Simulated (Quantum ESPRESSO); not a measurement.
# Strain and stress in In4O4NF

These are calculations, not measurements. They come from pw.x of Quantum ESPRESSO 7.5, a plane-wave density functional program, with PseudoDojo standard norm-conserving files (v0.5 for PBE, v0.4.1 for LDA and PBEsol). The cells are made up: elements, strain and atom displacements were drawn at random, and nothing was relaxed. There is no spin polarisation, spin-orbit coupling or dispersion term.

The cell has 10 sites of a corundum lattice. Sites 1 to 4 hold In In In In; sites 5 to 10 hold O N O F O O. Cell vectors in Å: (2.922, 1.775, 4.967); (-2.862, 1.728, 4.949); (-0.011, -3.263, 4.880). Settings: PBE, cutoff 1143 eV, 7 x 7 x 7 k mesh shifted by half a step, Fermi-Dirac smearing of 0.1 eV.

Each run adds a shear xy (given as the tensor component) to one cell, with the atoms carried along; the vectors above are those of run 5. Stress is positive in tension and P is minus a third of its trace. E is the free energy for each atom above the lowest run shown.

| run | strain (%) | s_xx (GPa) | s_yy (GPa) | s_zz (GPa) | s_xy (GPa) | P (GPa) | E (meV/atom) |
| --- | --- | --- | --- | --- | --- | --- | --- |
| 1 | -2.04 | 4.37 | 1.52 | -4.08 | -1.83 | -0.60 | 2.42 |
| 2 | -1.33 | 4.33 | 1.65 | -3.91 | -1.00 | -0.69 | 0.68 |
| 4 | -0.22 | 4.19 | 1.78 | -3.68 | 0.29 | -0.76 | 0.00 |
| 5 | 0.11 | 4.12 | 1.80 | -3.64 | 0.67 | -0.76 | 0.28 |
| 6 | 1.00 | 3.88 | 1.84 | -3.52 | 1.71 | -0.73 | 2.15 |
| 7 | 2.39 | 3.35 | 1.78 | -3.44 | 3.36 | -0.56 | 8.33 |
| 3 | -0.90 | ? | ? | ? | ? | ? | ? |

A rerun of one of these cells at 1437 eV and k mesh 9 x 9 x 9 moved values by no more than 0.003 eV in the cell's energy, 0.02 GPa in stress and 0.002 eV/Å in force.

## Worked fit

A parabola through the six runs shown gives s_xy = 0.54 + 1.17 e + 0.004 e² GPa, with e in per cent and a scatter of 0.01 GPa. The slope is a stiffness of 117 ± 1 GPa for each unit of this strain at e = 0, twice a shear constant under the stress shown, since the tensor component is half the shear angle. The atoms are clamped, and relaxing them would in general lower it. The error is the larger of the fit's own and the change that a cubic makes, rounded up.

## Withheld run

Question: what s_xy should run 3 give?

The fit gives -0.51 GPa. The calculation gave -0.50 GPa.

| run | strain (%) | s_xx (GPa) | s_yy (GPa) | s_zz (GPa) | s_xy (GPa) | P (GPa) | E (meV/atom) |
| --- | --- | --- | --- | --- | --- | --- | --- |
| 3 | -0.90 | 4.29 | 1.71 | -3.81 | -0.50 | -0.73 | 0.09 |